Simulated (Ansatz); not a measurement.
Input, command and steps of an Ansatz relaxation.

```yaml
crystal:
  lattice:
    - [3.9368751935, 0.0, 0.0]
    - [0.0, 3.9368751935, 0.0]
    - [0.0, 0.0, 4.8986661292]
  atoms:
    - { symbol: Pb, position: [0.0, 0.5, 0.2392578202] }
    - { symbol: Pb, position: [0.5, 0.0, 0.7607421798] }
    - { symbol: O, position: [0.0, 0.0, 0.0] }
    - { symbol: O, position: [0.5, 0.5, 0.0] }
basis:
  ecutwfc: 420
kpoints:
  mp_grid: { grid: [8, 8, 6] }
hamiltonian:
  xc: pbesol
scf:
  occupations: { method: gaussian, width: 0.02 }
output:
  forces: true
  stress: true
  eigenvalues: true
  write_density: true
  write_potential: true
  elf: true
  volumetric_format: npy
relax:
  adjacent_minimum: "off"
  f_tol: 0.01
  max_steps: 30
  cell: { stress_tol: 0.1, fix: [volume] }
```

```bash
ansatz run input.yaml --threads 1 --pin off --max-ram 2560MiB --backend cpu --events-out ev --progress --plain --runs-dir out
```

The calculation used Ansatz, DFT PBEsol, scalar-relativistic, plane waves, PAW.

The volume is held at 0.94 times that of the relaxed cell.

Of 7 frames 6 are shown, positions in Å and forces in eV/Å; the SCF threshold varies from step to step. Steps run on the plane waves of an earlier cell, with a Pulay correction in the pressure. The basis is chosen afresh for the last frame, the zero of the energies, and at times for earlier ones too; energy and pressure step there, also at an unchanged geometry.

```xyz
4
Lattice="3.9369 0.0000 0.0000 0.0000 3.9369 0.0000 0.0000 0.0000 4.8987" Properties=species:S:1:pos:R:3:forces:R:3 pbc="T T T" step=1 free_energy_over_end_meV_per_atom=4.13 pressure_GPa=3.63
Pb    0.0000    1.9684    1.1720    0.0000    0.0000    0.4394
Pb    1.9684    0.0000    3.7266    0.0000    0.0000   -0.4394
O     0.0000    0.0000    0.0000    0.0000    0.0000    0.0000
O     1.9684    1.9684    0.0000    0.0000    0.0000    0.0000
4
Lattice="3.9516 0.0000 0.0000 0.0000 3.9516 0.0000 0.0000 0.0000 4.8623" Properties=species:S:1:pos:R:3:forces:R:3 pbc="T T T" step=2 free_energy_over_end_meV_per_atom=3.78 pressure_GPa=0.38
Pb    0.0000    1.9758    1.2184    0.0000    0.0000   -0.4676
Pb    1.9758    0.0000    3.6440    0.0000    0.0000    0.4676
O     0.0000    0.0000    0.0000    0.0000    0.0000    0.0000
O     1.9758    1.9758    0.0000    0.0000    0.0000    0.0000
4
Lattice="3.9620 0.0000 0.0000 0.0000 3.9620 0.0000 0.0000 0.0000 4.8368" Properties=species:S:1:pos:R:3:forces:R:3 pbc="T T T" step=3 free_energy_over_end_meV_per_atom=0.22 pressure_GPa=1.61
Pb    0.0000    1.9810    1.1881    0.0000    0.0000   -0.0278
Pb    1.9810    0.0000    3.6487    0.0000    0.0000    0.0278
O     0.0000    0.0000    0.0000    0.0000    0.0000    0.0000
O     1.9810    1.9810    0.0000    0.0000    0.0000    0.0000
4
Lattice="3.9680 0.0000 0.0000 0.0000 3.9680 0.0000 0.0000 0.0000 4.8220" Properties=species:S:1:pos:R:3:forces:R:3 pbc="T T T" step=4 free_energy_over_end_meV_per_atom=0.12 pressure_GPa=1.61
Pb    0.0000    1.9840    1.1837    0.0000    0.0000    0.0031
Pb    1.9840    0.0000    3.6383    0.0000    0.0000   -0.0031
O     0.0000    0.0000    0.0000    0.0000    0.0000    0.0000
O     1.9840    1.9840    0.0000    0.0000    0.0000    0.0000
4
Lattice="3.9680 0.0000 0.0000 0.0000 3.9680 0.0000 0.0000 0.0000 4.8220" Properties=species:S:1:pos:R:3:forces:R:3 pbc="T T T" step=5 free_energy_over_end_meV_per_atom=0.04 pressure_GPa=1.61
Pb    0.0000    1.9840    1.1837    0.0000    0.0000    0.0035
Pb    1.9840    0.0000    3.6383    0.0000    0.0000   -0.0035
O     0.0000    0.0000    0.0000    0.0000    0.0000    0.0000
O     1.9840    1.9840    0.0000    0.0000    0.0000    0.0000
4
Lattice="3.9746 0.0000 0.0000 0.0000 3.9746 0.0000 0.0000 0.0000 4.8061" Properties=species:S:1:pos:R:3:forces:R:3 pbc="T T T" step=7 free_energy_over_end_meV_per_atom=0.00 pressure_GPa=1.50
Pb    0.0000    1.9873    1.1810    0.0000    0.0000    0.0036
Pb    1.9873    0.0000    3.6251    0.0000    0.0000   -0.0036
O     0.0000    0.0000    0.0000    0.0000    0.0000    0.0000
O     1.9873    1.9873    0.0000    0.0000    0.0000    0.0000
```

It took 63 s on 1 thread of Intel(R) Xeon(R) Platinum 8259CL CPU @ 2.50GHz (Skylake/Cascade Lake), on a shared host, peak memory 0.46 GiB.

Spin–orbit coupling is left out, which can shift energies with elements as heavy as these.